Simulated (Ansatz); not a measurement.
A distorted cell of ZnCu₂SnSe₄ (kesterite type, space group I-4):

```yaml
crystal:
  lattice:
    - [-2.88700, 2.88700, 5.76600]
    - [2.88700, -2.88700, 5.76600]
    - [2.88700, 2.88700, -5.76600]
  atoms:
    - { symbol: Cu, position: [0.00000, 0.00000, 0.00000] }
    - { symbol: Cu, position: [0.75000, 0.25000, 0.50000] }
    - { symbol: Zn, position: [0.25000, 0.75000, 0.50000] }
    - { symbol: Sn, position: [0.50000, 0.50000, 0.00000] }
    - { symbol: Se, position: [0.63625, 0.62864, 0.52407] }
    - { symbol: Se, position: [0.10457, 0.11218, 0.47593] }
    - { symbol: Se, position: [0.37136, 0.89543, 0.00761] }
    - { symbol: Se, position: [0.88782, 0.36375, 0.99239] }
```

Calculation: r2SCAN (plane waves to 500 eV, PAW, scalar-relativistic; Ansatz, a quantum-chemistry and plane-wave program). k mesh 8×8×8 (Γ-centred), Fermi-Dirac smearing 0.05 eV. The energy includes the smearing's −TS. Compression counts positive. The PAW data are Ansatz's earlier set. ZnCu2SnSe4 is run without spin polarisation. ZnCu2SnSe4 was relaxed with its symmetry unable to fall.

What is the stress tensor (GPa)?


```
   -2.3      0.0      0.0
    0.0     -2.3      0.0
    0.0      0.0     -2.3
```
The pressure, a third of the trace, is -2.3 GPa.

It is the relaxed cell scaled evenly to V/V₀ = 1.040, atoms relaxed where free. What is its energy relative to the relaxed cell?

6.9 meV/atom.

(A scan under strain: stresses follow from slopes of the energy per volume, elastic moduli from its curvatures.)
